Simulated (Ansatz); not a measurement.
BN (zinc blende)

```yaml
crystal:
  lattice:
    - [0.00000, 3.62472, 3.62472]
    - [1.81236, 0.00000, 1.81236]
    - [1.81236, 1.81236, 0.00000]
  atoms:
    - { symbol: N, position: [0.37500, 0.75000, 0.75000] }
    - { symbol: N, position: [0.87500, 0.75000, 0.75000] }
    - { symbol: B, position: [0.00000, 0.00000, 0.00000] }
    - { symbol: B, position: [0.50000, 0.00000, 0.00000] }
```

The atoms are displaced by Q × the pattern below (from a DFPT mode at L = (0.5, 0.0, 0.0), largest move 1; Q in Å), at fixed cell. (q is in reciprocal vectors of the primitive cell; the cell shown is doubled to hold the pattern.)

```csv
atom,x,y,z
N1,0.256,-0.256,-0.256
N2,-0.256,0.256,0.256
B3,0.577,-0.577,-0.577
B4,-0.577,0.577,0.577
```

The numbers are results of PBE (plane waves to 420 eV, PAW, scalar-relativistic; Ansatz, a program for electronic structure), not measurements. k mesh 8×16×16 (Γ-centred), Fermi-Dirac smearing 0.05 eV. The energy includes the smearing's −TS. BN was relaxed with its symmetry unable to fall. ΔE is measured from the undisplaced structure.

```tsv
Q (Å)	ΔE (meV/cell)
-0.180	1958
-0.120	890
-0.060	225
0.000	0
0.060	225
0.120	890
0.180	1958
```

Which DFPT wavenumber at L = (0.5, 0.0, 0.0) belongs to this mode?
A) 1123 cm⁻¹
B) 954 cm⁻¹
C) 483 cm⁻¹

A, 1123 cm⁻¹. The curvature of the scan gives 1123 cm⁻¹

(For displaced atoms, the force is minus the slope of the energy, and its curvature is a force constant, which sets phonon frequencies.)
